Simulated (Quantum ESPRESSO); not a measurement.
Ti4HfZrTaMo, input and log of a self-consistent run

Simulated, not a measurement. The program is pw.x of Quantum ESPRESSO 7.5 (plane-wave density functional theory). The cell is made up: eight metal atoms on a face-centred cubic lattice, with elements, volume, strain and displacements drawn at random and not relaxed, so it may be unstable or far from any real phase. PseudoDojo standard norm-conserving files set the functional (PBE unless stated); there is no spin polarisation or spin-orbit coupling, the Fermi-Dirac width of 0.25 eV means electrons at about 2900 K, and the masses in the input are unused placeholders. Heavy elements are run without spin-orbit coupling, which real alloys of them have. A spin test at this wide smearing found no moment, but such smearing suppresses magnetism that the real alloy may have.

Input:

```
&control calculation='scf', pseudo_dir='./dojo.nc.sr.pbe.v0_5.standard.upf', outdir='./o', disk_io='minimal', tprnfor=.true., tstress=.true. /
&system ibrav=0, nat=8, ntyp=5, nbnd=68, ecutwfc=84.00895049, nosym=.true., tot_charge=0,
 occupations='smearing', smearing='fd', degauss=0.0183746611
/
&electrons conv_thr=1.470e-08, electron_maxstep=70, mixing_beta=0.5 /
ATOMIC_SPECIES
Hf 1.0 Hf.upf
Mo 1.0 Mo.upf
Ta 1.0 Ta.upf
Ti 1.0 Ti.upf
Zr 1.0 Zr.upf
CELL_PARAMETERS angstrom
-0.0101 2.0945 2.0931
-4.0398 4.0155 -3.9925
-4.2583 -4.1046 4.122
ATOMIC_POSITIONS angstrom
Ti 0.0396 0.0289 -0.0062
Hf -4.2455 -2.0909 2.1451
Zr -4.0529 0.131 0.1239
Ta -4.0634 1.9987 -1.9769
Ti -2.0895 -0.0572 2.1475
Mo -2.078 2.1702 0.0168
Ti -6.3694 0.134 2.1587
Ti -6.2533 1.8811 0.0982
K_POINTS automatic
8 4 4 1 1 1
```

The log is shortened where brackets say so; the opening notice, blank lines, dates and the lines on written files are dropped, and the path of the files is cut. It prints rydbergs, bohrs and kilobars, and counts compression as positive stress. Its total energy is the free energy E - TS of the whole cell.

```
     Program PWSCF v.7.5
     Parallel version (MPI & OpenMP), running on       4 processor cores
     Number of MPI processes:                 4
     Threads/MPI process:                     1
     [start-up lines left out]
     bravais-lattice index     =            0
     lattice parameter (alat)  =       5.5957  a.u.
     unit-cell volume          =     951.3994 (a.u.)^3
     number of atoms/cell      =            8
     number of atomic types    =            5
     number of electrons       =        99.00
     number of Kohn-Sham states=           68
     kinetic-energy cutoff     =      84.0090  Ry
     charge density cutoff     =     336.0358  Ry
     scf convergence threshold =      1.5E-08
     mixing beta               =       0.5000
     number of iterations used =            8  plain     mixing
     Exchange-correlation= PBE
                           (   1   4   3   4   0   0   0)
     [axes and pseudopotential details left out]
   Cartesian axes
     site n.     atom                  positions (alat units)
         1        Ti     tau(   1) = (   0.0133734   0.0097599  -0.0020938  )
         2        Hf     tau(   2) = (  -1.4337588  -0.7061233   0.7244273  )
         3        Zr     tau(   3) = (  -1.3687154   0.0442403   0.0418426  )
         4        Ta     tau(   4) = (  -1.3722614   0.6749862  -0.6676240  )
         5        Ti     tau(   5) = (  -0.7056505  -0.0193172   0.7252378  )
         6        Mo     tau(   6) = (  -0.7017668   0.7329039   0.0056736  )
         7        Ti     tau(   7) = (  -2.1510266   0.0452535   0.7290202  )
         8        Ti     tau(   8) = (  -2.1118182   0.6352712   0.0331634  )
     number of k points=    64  Fermi-Dirac smearing, width (Ry)=  0.0184
                       cart. coord. in units 2pi/alat
        k(    1) = (  -0.0890272   0.0451624   0.0427963), wk =   0.0312500
        k(    2) = (  -0.1770682   0.0005513   0.0870123), wk =   0.0312500
     [further k points left out]
     Dense  grid:    99017 G-vectors     FFT dimensions: (  36,  80,  80)
     Estimated max dynamical RAM per process >     389.79 MB
     Estimated total dynamical RAM >       1.45 GB
     Initial potential from superposition of free atoms
     starting charge      98.9871, renormalised to      99.0000
     Starting wfcs are   80 randomized atomic wfcs
     total cpu time spent up to now is        6.7 secs
     per-process dynamical memory:   312.9 Mb
     Self-consistent Calculation
     iteration #  1     ecut=    84.01 Ry     beta= 0.50
     Davidson diagonalization with overlap
     ethr =  1.00E-02,  avg # of iterations =  2.8
     total cpu time spent up to now is       21.1 secs
     total energy              =    -958.42698020 Ry
     estimated scf accuracy    <       1.96418014 Ry
     iteration #  2     ecut=    84.01 Ry     beta= 0.50
     Davidson diagonalization with overlap
     ethr =  1.98E-03,  avg # of iterations =  6.2
     total cpu time spent up to now is       42.2 secs
     total energy              =    -957.55760366 Ry
     estimated scf accuracy    <      35.27568649 Ry
     iteration #  3     ecut=    84.01 Ry     beta= 0.50
     Davidson diagonalization with overlap
     ethr =  1.98E-03,  avg # of iterations =  5.6
     total cpu time spent up to now is       59.9 secs
     total energy              =    -959.52178529 Ry
     estimated scf accuracy    <       1.49127102 Ry
     iteration #  4     ecut=    84.01 Ry     beta= 0.50
     Davidson diagonalization with overlap
     ethr =  1.51E-03,  avg # of iterations =  1.5
     total cpu time spent up to now is       71.6 secs
     total energy              =    -959.58788991 Ry
     estimated scf accuracy    <       0.49091259 Ry
     iteration #  5     ecut=    84.01 Ry     beta= 0.50
     Davidson diagonalization with overlap
     ethr =  4.96E-04,  avg # of iterations =  2.0
     total cpu time spent up to now is       84.0 secs
     total energy              =    -959.60325470 Ry
     estimated scf accuracy    <       0.17806918 Ry
     [iterations 6 to 18 left out]
     iteration # 19     ecut=    84.01 Ry     beta= 0.50
     Davidson diagonalization with overlap
     ethr =  6.46E-09,  avg # of iterations =  1.0
     total cpu time spent up to now is      276.5 secs
     total energy              =    -959.63400132 Ry
     estimated scf accuracy    <       0.00000013 Ry
     iteration # 20     ecut=    84.01 Ry     beta= 0.50
     Davidson diagonalization with overlap
     ethr =  1.29E-10,  avg # of iterations =  6.2
     total cpu time spent up to now is      294.1 secs
     total energy              =    -959.63400136 Ry
     estimated scf accuracy    <       0.00000007 Ry
     iteration # 21     ecut=    84.01 Ry     beta= 0.50
     Davidson diagonalization with overlap
     ethr =  6.97E-11,  avg # of iterations =  2.0
     total cpu time spent up to now is      305.8 secs
     total energy              =    -959.63400136 Ry
     estimated scf accuracy    <       0.00000008 Ry
     iteration # 22     ecut=    84.01 Ry     beta= 0.50
     Davidson diagonalization with overlap
     ethr =  6.97E-11,  avg # of iterations =  1.0
     total cpu time spent up to now is      316.7 secs
     total energy              =    -959.63400136 Ry
     estimated scf accuracy    <       0.00000002 Ry
     iteration # 23     ecut=    84.01 Ry     beta= 0.50
     Davidson diagonalization with overlap
     ethr =  1.70E-11,  avg # of iterations =  2.2
     total cpu time spent up to now is      329.1 secs
     End of self-consistent calculation
     [lines on levels left out]
!    total energy              =    -959.63400136 Ry
     estimated scf accuracy    <          1.9E-09 Ry
     smearing contrib. (-TS)   =      -0.17156972 Ry
     internal energy E=F+TS    =    -959.46243165 Ry
     The total energy is F=E-TS. E is the sum of the following terms:
     one-electron contribution =    -231.92589613 Ry
     hartree contribution      =     158.82758411 Ry
     xc contribution           =    -169.03132801 Ry
     ewald contribution        =    -717.33279161 Ry
     convergence has been achieved in  23 iterations
     Forces acting on atoms (cartesian axes, Ry/au):
     atom    1 type  4   force =    -0.04155310   -0.00579457    0.00821525
     atom    2 type  1   force =    -0.00737601    0.00930584   -0.02050764
     atom    3 type  5   force =    -0.00960217   -0.01974027    0.01416590
     atom    4 type  3   force =    -0.01447621    0.00960080   -0.01706436
     atom    5 type  4   force =     0.02947140    0.00802290    0.00171890
     atom    6 type  2   force =     0.02586974   -0.01301311    0.00839943
     atom    7 type  4   force =     0.01341941   -0.00872947    0.00967259
     atom    8 type  4   force =     0.00424693    0.02034789   -0.00460009
     Total force =     0.079454     Total SCF correction =     0.000202
     Computing stress (Cartesian axis) and pressure
          total   stress  (Ry/bohr**3)                   (kbar)     P=       98.43
   0.00059343  -0.00009265   0.00011446           87.30      -13.63       16.84
  -0.00009265   0.00066858  -0.00009078          -13.63       98.35      -13.35
   0.00011446  -0.00009078   0.00074537           16.84      -13.35      109.65
     init_run     :      6.29s CPU      6.55s WALL (       1 calls)
     electrons    :    314.83s CPU    322.43s WALL (       1 calls)
     forces       :      2.25s CPU      2.28s WALL (       1 calls)
     stress       :      7.85s CPU      7.85s WALL (       1 calls)
     [timing details left out]
     PWSCF        :   5m31.40s CPU   5m39.35s WALL
     JOB DONE.
```

In other units: free energy -13056.486 eV for the cell, pressure 9.84 GPa, largest force component 1.068 eV/Å in size. The run took 341 s of wall time with four MPI processes on a shared machine (Intel Xeon, 2023 or later, virtual cores), so the time is rough. A rerun of this cell at a higher cutoff and on a denser mesh moved values by no more than 0.002 eV in energy, 0.02 GPa in stress and 0.004 eV/Å in force, and a second program with other atomic files agreed on that cell to 2 % rms in force and 0.5 GPa in pressure.